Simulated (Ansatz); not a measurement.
Starting cell, GaN (zinc blende):

```
GaN
1.0
    0.00000     4.49817     4.49817
    2.24908     2.24908     4.49817
    2.24908     2.24908     0.00000
N Ga
2 2
Direct
  0.00000   0.75000   0.75000
  0.50000   0.75000   0.75000
  0.00000   0.00000   0.00000
  0.50000   0.00000   0.00000
```

The atoms are displaced by Q × the pattern below (from a DFPT mode at X = (0.5, 0.5, 0.0), largest move 1; Q in Å), at fixed cell. (q is in reciprocal vectors of the primitive cell; the cell shown is doubled to hold the pattern.)

```json
[
 {"atom": "N1", "x": "0.000", "y": "0.000", "z": "-1.000"},
 {"atom": "N2", "x": "0.000", "y": "0.000", "z": "1.000"}
]
```

Atoms not listed stay in place.

Calculation: r2SCAN (plane waves to 500 eV, PAW, scalar-relativistic; Ansatz, a quantum-chemistry and plane-wave program). k mesh 13×13×13 (Γ-centred), Fermi-Dirac smearing 0.05 eV. The energy includes the smearing's −TS. GaN was relaxed with its symmetry unable to fall. The PAW data are Ansatz's earlier set. The zero of ΔE is the undisplaced structure.

```json
[
 {"Q (Å)": "-0.180", "ΔE (meV/cell)": "780"},
 {"Q (Å)": "-0.120", "ΔE (meV/cell)": "349"},
 {"Q (Å)": "-0.060", "ΔE (meV/cell)": "87"},
 {"Q (Å)": "0.000", "ΔE (meV/cell)": "0"},
 {"Q (Å)": "0.060", "ΔE (meV/cell)": "87"},
 {"Q (Å)": "0.120", "ΔE (meV/cell)": "349"},
 {"Q (Å)": "0.180", "ΔE (meV/cell)": "780"}
]
```

Question: Which DFPT wavenumber at X = (0.5, 0.5, 0.0) belongs to this mode?
(A) 195 cm⁻¹
(B) 347 cm⁻¹
(C) 687 cm⁻¹

Answer: C, 687 cm⁻¹. The curvature of the scan gives 687 cm⁻¹

(For displaced atoms, the force is minus the slope of the energy, and its curvature is a force constant, which sets phonon frequencies.)
